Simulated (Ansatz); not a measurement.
Values for one crystal, relaxed and computed with plane-wave PAW r²SCAN+D4 (Ansatz code); other levels are named.

- Volume per atom = 31.59 Å³
- Band gap = 1.66 eV (smallest direct gap 1.68 eV)
- Valence-band maximum = at Γ
- Conduction-band minimum = on the Δ0–Γ line, 86 % of the way from Δ0 (k = -0.047, 0.047, 0.000) (2 equivalent valleys)

### Question
Which compound is it?
(A) Br, molecular I2 type
(B) I, molecular I2 type
(C) C, I4/mmm (C on 8h)
(D) Te, trigonal Se type

### Answer
A, Br, molecular I2 type

Space group Cmce (molecular I2 type). The r²SCAN+D4 relaxation kept the symmetry of its start. The substance is a gas or liquid at ambient conditions; this is its low-temperature solid. Spin–orbit coupling is left out wherever it is not named.

Potentials: the later of the program's two PAW sets.
